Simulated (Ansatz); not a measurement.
Single point in Ansatz 0.2.0 with PBE, no spin polarisation. Cutoff 420 eV, PAW datasets, 4×7×4 Γ-centred k mesh, fermi-dirac filling (width 0.1 eV).

Computed maps in the lattice plane spanned by a (left to right, 8.15 Å, 25 points from zero) and c (bottom to top, 8.74 Å, 26 points from zero), 90° apart, at height 0.250 along b. The fields are smooth PAW ones with compensation charges, not the true ones near nuclei.

Valence density. Digits on a logarithmic scale: 0 up to 0.03 e/Å³, each further digit a factor of 1.6, 9 from 1.3 e/Å³ up:
```
4334444433322222235788876
3223333333333332234566654
2222222222358853222344433
2222221222499994322222333
3332211223499995322222233
7533221222489994322222335
9963222222346643222122359
9984322222333332221122379
9973322223332222221122369
8743223344432222222222346
3322234566653222333333333
2222346788875333444443322
1112357888886445566654322
1111368853787556799865422
1001368865887557999986432
1001357888886558999996432
1111246788765457999986432
1122345566543346899975321
1234455544322234667654321
2345676654321223445554432
3457999864321112334566654
4468999975321111235788875
5569999975321101246888887
6568999975321101257874688
6557899764321111257872688
5445666543322111247888887
```

Problem. The cell is CsMgSn. Which atoms lie within 0.2 Å of this plane, and where (fractions of a and c)?

Solution. Mg at (0.00, 0.69), Mg at (0.50, 0.81), Cs at (0.35, 0.45), Cs at (0.85, 0.05), Sn at (0.21, 0.12), Sn at (0.71, 0.38). The whole cell:
```yaml
crystal:
  lattice:
    - [8.15277, 0.00000, 0.00000]
    - [0.00000, 5.12728, 0.00000]
    - [0.00000, 0.00000, 8.74265]
  atoms:
    - { symbol: Mg, position: [0.00194, 0.25000, 0.68763] }
    - { symbol: Mg, position: [0.49806, 0.75000, 0.18763] }
    - { symbol: Mg, position: [0.50194, 0.25000, 0.81237] }
    - { symbol: Mg, position: [0.99806, 0.75000, 0.31237] }
    - { symbol: Cs, position: [0.34605, 0.25000, 0.44589] }
    - { symbol: Cs, position: [0.15395, 0.75000, 0.94589] }
    - { symbol: Cs, position: [0.84605, 0.25000, 0.05411] }
    - { symbol: Cs, position: [0.65395, 0.75000, 0.55411] }
    - { symbol: Sn, position: [0.21043, 0.25000, 0.11862] }
    - { symbol: Sn, position: [0.28957, 0.75000, 0.61862] }
    - { symbol: Sn, position: [0.71043, 0.25000, 0.38138] }
    - { symbol: Sn, position: [0.78957, 0.75000, 0.88138] }
```

Origin: a known structure type with other elements, at an estimated volume, so it need not be a known compound. Caveats: atoms or cell far from equilibrium.
